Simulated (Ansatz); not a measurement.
## PbF2: a vibration from a frozen displacement

Theory: DFT LDA, scalar-relativistic, plane waves, PAW (Ansatz). Cutoff 420 eV, Γ-centred 8×8×8 k-points, Gaussian smearing of 0.05 eV. Spin–orbit coupling is left out, which matters for the heavy elements here. No spin polarisation. Energies are free energies at this smearing, counted from the undisturbed cell; pressure is positive in compression.

Zero of the scan (as given, not relaxed at this level; it stands at -4.9 GPa, and it needn't be the usual structure):

```yaml
crystal:
  lattice:
    - [0.00000, 2.96985, 2.96985]
    - [2.96985, 0.00000, 2.96985]
    - [2.96985, 2.96985, 0.00000]
  atoms:
    - { symbol: Pb, position: [0.00000, 0.00000, 0.00000] }
    - { symbol: F, position: [0.25000, 0.25000, 0.25000] }
    - { symbol: F, position: [0.75000, 0.75000, 0.75000] }
```

Every F atom is moved by x along the Cartesian unit vector (0.000, 0.000, -1.000); the cell and all other atoms stay fixed. The cell's volume is 52.39 Å³; the moved atoms weigh 37.997 u together and the others 207.200 u. Some rows repeat others by symmetry and weren't run.

```csv
x (Å),ΔE (meV/cell),total force on the moved atoms along the move (eV/Å),pressure (GPa)
-0.5000,191.92,1.0594,0.5242
-0.4375,133.15,0.8256,-0.7409
-0.3750,88.14,0.6196,-1.8457
-0.3125,55.03,0.4456,-2.7850
-0.2500,31.75,0.3050,-3.5557
-0.1875,16.26,0.1960,-4.1560
-0.1250,6.70,0.1140,-4.5852
-0.0625,1.59,0.0518,-4.8429
0.0000,0.00,0.0000,-4.9288
0.0625,1.59,-0.0518,-4.8429
0.1250,6.70,-0.1140,-4.5852
0.1875,16.26,-0.1960,-4.1560
0.2500,31.75,-0.3050,-3.5557
0.3125,55.03,-0.4456,-2.7850
0.3750,88.14,-0.6196,-1.8457
0.4375,133.15,-0.8256,-0.7409
0.5000,191.92,-1.0594,0.5242
```

Problem. What frequency belongs to this motion?

Solution. The force constant is k = −dF/dx = 0.829 eV/Å², from the parabola through x = -0.0625, 0 and 0.0625. In every cell the moved atoms swing against the rest, so the mass is μ = m₁m₂/(m₁ + m₂) = 32.109 u, and ν̃ = 521.5 cm⁻¹ × √(|k|/μ) = 84 cm⁻¹, at this cell's pressure of -4.9 GPa. To first order in x, and within 1 %, the force on every atom lies along the move and, within each of the two groups, in proportion to the atom's mass, so this is itself a mode at the zone centre of this cell, taken without macroscopic field (the transverse frequency in a polar insulator).

Problem. How far does the harmonic law reach?

Solution. At x = -0.500 Å, kx²/2 = 103.60 meV against the computed 191.92 meV (+85.3 %): the well stiffens in this direction at large amplitude.

Problem. The pressure changes with x². What does that say about the frequency under compression?

Solution. With E = k(V)x²/2, k ∝ V^(−2γ) and x scaling with the cell as V^(1/3), P − P0 = −∂E/∂V = (2γ − 2/3) ΔE/V. At x = 0.1250 Å, V(P − P0) = 52.39 × 0.34359 / 160.2 eV = 112.35 meV and ΔE = 6.70 meV, so γ = 1/3 + V(P − P0)/(2ΔE) = 8.72. This is the Grüneisen parameter of the motion under uniform scaling of the cell: shrinking the cell evenly by 1 % in volume raises the frequency by about 8.72 %. Values this far from the 1 to 3 of most solids mark a soft motion whose force constant is small beside what it shares with volume.